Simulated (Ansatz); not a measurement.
## Phonon dispersion of Hf$_{3}$TiO$_{8}$

All numbers below come from Ansatz 0.2.0, DFT PBE, scalar-relativistic, plane waves, PAW. Plane waves to 420 eV; Γ-centred k mesh 6×6×4; fixed occupations. No spin polarisation. Phonons by linear response, acoustic sum rule imposed.

Equilibrium structure at this level:
```
CELL_PARAMETERS angstrom
3.40471 -3.41040 0.00000
3.40471 3.41040 0.00000
0.00000 0.00000 6.34989
ATOMIC_POSITIONS crystal
Hf 0.50000 0.50000 0.00000
Hf 0.00000 0.00000 0.25459
Hf 0.00000 0.00000 0.74541
Ti 0.50000 0.50000 0.50000
O 0.30944 0.69056 0.26191
O 0.30944 0.69056 0.73809
O 0.80545 0.80545 0.00000
O 0.79578 0.79578 0.50000
O 0.19455 0.19455 0.00000
O 0.20422 0.20422 0.50000
O 0.69056 0.30944 0.26191
O 0.69056 0.30944 0.73809
```

The structure comes from a generated guess, relaxed at this level; another structure or a mixture of phases may lie lower. Spin–orbit coupling is left out, which matters for heavy elements. The q mesh is coarse, so values between its points are rough.

Force constants from linear response on a 2×2×1 q mesh.

Problem. Is the structure dynamically stable on this mesh?

Solution. Yes, on this mesh: no mode is imaginary. Between the mesh points the interpolation dips to 98i cm⁻¹.

Problem. Give the frequencies (cm⁻¹; i marks imaginary ones) at the irreducible q points, in fractions of the reciprocal vectors, the Γ row without the LO field.

Solution.
| q | star | frequencies |
| --- | --- | --- |
| 0.000 0.000 0.000 | 1 | 0 0 0 59 67 80 125 133 158 162 184 203 248 251 262 265 279 289 298 338 351 395 396 397 416 431 437 468 481 491 492 562 594 662 667 770 |
| 0.000 -0.500 0.000 | 2 | 38 74 74 80 88 115 131 157 158 192 211 219 236 252 264 282 298 305 341 354 356 357 381 419 419 449 481 489 499 538 548 552 646 647 736 747 |
| -0.500 -0.500 0.000 | 1 | 40 50 55 60 62 80 131 138 180 220 222 223 232 251 254 262 274 277 298 306 349 361 399 413 441 452 458 462 467 483 491 497 659 676 736 754 |
